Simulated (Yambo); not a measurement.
## BN: lowest vertical excitons

```
CELL_PARAMETERS angstrom
      2.51243     0.00000     0.00000
     -1.25621     2.17583     0.00000
      0.00000     0.00000     7.70726
ATOMIC_POSITIONS crystal
  B  0.33333 0.66667 0.25000
  B  0.66667 0.33333 0.75000
  N  0.33333 0.66667 0.75000
  N  0.66667 0.33333 0.25000
```

The geometry is that of Materials Project entry mp-984, symmetrised and not relaxed again.

BSE in Yambo on PBE (pw.x of Quantum ESPRESSO, ONCV potentials, no spin-orbit coupling) bands: 12×12×4 mesh, 5 valence and 3 conduction bands, static screening with 22 bands and a 4 Ry block, scissor 1.76 eV, Tamm-Dancoff; field along x.

| state | energy (eV) | states within 2 meV | relative strength | class | main transitions |
|---|---|---|---|---|---|
| 1 | 5.34 | 2 | < 0.01 | dark | several band pairs |
| 2 | 5.35 | 2 | 1.00 | strong | several band pairs |
| 3 | 5.95 | 1 | < 0.01 | dark | several band pairs |
| 4 | 5.96 | 3 | < 0.01 | dark | several band pairs |
| 5 | 5.97 | 1 | < 0.01 | dark | several band pairs |
| 6 | 5.97 | 1 | < 0.01 | dark | several band pairs |
| 7 | 5.98 | 1 | < 0.01 | dark | several band pairs |
| 8 | 5.99 | 2 | < 0.01 | dark | VB → CB (62 %) |

These are vertical excitations (zero momentum); the indirect quasiparticle gap, about 5.67 eV, is smaller than the direct one (6.44 eV on the GW mesh). The direct quasiparticle gap on this mesh is 6.44 eV; counted from there, state 1 is bound by 1.10 eV. On a 6×6×2 mesh the same difference is 1.30 eV, so it isn't converged.

Spin singlets only. Strengths are relative to the strongest of the lowest states of this run; strong means a line over 3 % of the spectrum's maximum, dark under 0.03 %. Absolute energies carry the error of the G0W0 scissor, whose convergence isn't established; the long-wavelength screening was taken along (1,1,1) although the crystal is anisotropic.

The distance between layers or molecules is the database entry's, not relaxed here. Functionals without dispersion can leave it too large, which widens gaps and weakens the response across layers: the numbers belong to this cell.
